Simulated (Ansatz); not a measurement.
Data:

MoPt:
```xyz
2
Lattice="2.7881 0.0000 0.0000 -1.3941 2.4146 0.0000 0.0000 0.0000 4.5233" Properties=species:S:1:pos:R:3 pbc="T T T"
Mo     1.3941     0.8049     0.0000
Pt     0.0000     1.6097     2.2617
```

This is the r²SCAN-relaxed structure.

Task: All from the program Ansatz at the r²SCAN level (PAW), unless another level is named. Predict the density of states at the Fermi level.

Result: 0.76 states/eV per atom (mean over ±0.08 eV).

Task: And the formation energy from the elements (no fitted shifts)?

Result: -0.16 eV/atom.

Space group P-6m2. The workflow started from a Materials Project entry (that database holds measured and hypothetical structures alike); the Crystallography Open Database copy checked does not list it. With Mo and Pt taken as one species the cell has the higher symmetry P6_3/mmc, so it may be an ordered model of a mixed-site phase. Whether it is the stable phase at ambient conditions was not checked. Symmetry was held in the r²SCAN relaxation; its stability against distortions is not shown here. The run is not spin-polarised. The references are the lowest solids computed at this level, not always the standard phases. Spin–orbit coupling is left out wherever it is not named.

Potentials: the later of the program's two PAW sets.
